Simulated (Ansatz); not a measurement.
SiO$_{2}$:
```cif
data_O4Si2
_chemical_formula_sum 'Si2 O4'
_space_group_name_H-M_alt 'P 1'
_space_group_IT_number 1
_cell_length_a 4.19474
_cell_length_b 4.19474
_cell_length_c 2.67841
_cell_angle_alpha 90.000
_cell_angle_beta 90.000
_cell_angle_gamma 90.000
loop_
_space_group_symop_operation_xyz
  'x, y, z'
loop_
_atom_site_label
_atom_site_type_symbol
_atom_site_fract_x
_atom_site_fract_y
_atom_site_fract_z
_atom_site_occupancy
Si1 Si 0.00000 0.00000 0.00000 1
Si2 Si 0.50000 0.50000 0.50000 1
O1 O 0.30606 0.30606 0.00000 1
O2 O 0.80606 0.19394 0.50000 1
O3 O 0.19394 0.80606 0.50000 1
O4 O 0.69394 0.69394 0.00000 1
```

Relaxed with PBEsol. 

**Question.** HSE06 on this cell (Ansatz, a first-principles code, PAW) gives a gap of 7.50 eV. What does PBEsol give?

**Answer.** 5.35 eV.

Cost on shared cores: the PBEsol run (SCF on a 7×7×10 mesh, then bands and DOS) very roughly 29 core-seconds, the HSE06 run (SCF on 4×4×6, then a few points) about 110 core-seconds (a rough figure); the tasks are unlike.

Space group P4_2/mnm (rutile). This is a known high-pressure phase of the composition, computed here at zero pressure and temperature. Symmetry was held in the PBEsol relaxation; its stability against distortions is not shown here.

Potentials: the later of the program's two PAW sets.

Ansatz is a plane-wave DFT program.
